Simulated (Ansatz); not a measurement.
### Question
Name crystals whose computed values (the program Ansatz at the r²SCAN level (PAW)) fall in these windows: B₀ by P(V) fit (GPa) 130 to 180; electron conductivity mass (mₑ) 0.15 to 0.22; gap (eV) 1.1 to 1.4.

### Answer


```json
[
 {"crystal": "ZnO, wurtzite", "B₀ by P(V) fit (GPa)": "150", "electron conductivity mass (mₑ)": "0.19", "gap (eV)": "1.24"}
]
```
Others may fit too.

The cell was relaxed under the symmetry of its start.

Potentials: the later of the program's two PAW sets.
